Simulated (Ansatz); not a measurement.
Structures of TlSe$_{2}$: which is lowest?

Plane-wave DFT in Ansatz with scalar-relativistic PAW potentials, cutoff 420 eV, Γ-centred meshes chosen by cell and gap, Gaussian smearing with energies taken to zero width. Every cell was relaxed (cell and atoms) in a run of its own, within the symmetry of its start. Functional: PBE.

Relaxed structures (starts from databases or built by putting these elements on another compound's sites):
A. R3m, 3 atoms in the computed cell, a = 4.047 Å, c = 16.657 Å; sites (symmetry × multiplicity) Tl 3m × 3, Se 3m × 3 + 3m × 3; start: built
B. P6/mmm, 3 atoms in the computed cell, a = 4.755 Å, c = 4.403 Å; sites (symmetry × multiplicity) Tl 6/mmm × 1, Se -6m2 × 2; start: built

**Question.** Rank them by energy. Could pressure change the order?

**Answer.**
```tsv
structure	group	E − E(lowest) (meV/atom)	V (Å³/atom)	gap on mesh (eV)
B	P6/mmm	0.0	28.74	0.00
A	R3m	74	26.25	0.00
```

B is lowest, 74 meV/atom under A. A is denser by 2.49 Å³/atom, so pressure favours it: ΔE/ΔV, with ΔE in eV and 1 eV/Å³ = 160.2 GPa, gives about 4.8 GPa for equal enthalpy if both cells were rigid, a rough figure since the two compress differently. Other structures may lie lower than all of these, and vibrations aren't counted.

Spin-orbit coupling is left out, which matters for the bands of heavy elements. Spin polarisation was left out, and a magnetic state may lie lower. For Tl, Pb and Bi spin-orbit coupling shifts energies too.